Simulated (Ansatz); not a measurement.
Zr in space group P6/mmm (No. 191; Zr on 1b, Zr on 2c) under volume change, plane-wave PAW LDA (Ansatz code), shape and atoms relaxed at each volume.

| V (Å³/atom) | E − E(relaxed) (meV/atom) | P (GPa) |
|---|---|---|
| 19.618 | (withheld) | (withheld) |
| 20.265 | 28.7 | 7.46 |
| 20.912 | 6.8 | 3.47 |
| 21.559 | 0.0 | 0.00 |
| 22.205 | 6.3 | -3.03 |
| 22.852 | 23.9 | -5.67 |
| 23.499 | (withheld) | (withheld) |

### Question
Complete the blanks.

### Answer

- 19.618, E − E(relaxed) (meV/atom): 67.8
- 19.618, P (GPa): 12.03
- 23.499, E − E(relaxed) (meV/atom): 51.6
- 23.499, P (GPa): -7.98

### Question
What does a third-order Birch–Murnaghan fit give for V₀, B₀ and B′?

### Answer
V₀ = 21.56 Å³/atom, B₀ = 108 GPa, B′ = 3.6.

This is a known high-pressure phase of the composition, computed here at zero pressure and temperature. Symmetry was held in the LDA relaxation; its stability against distortions is not shown here. The run is not spin-polarised.

Potentials: the later of the program's two PAW sets.
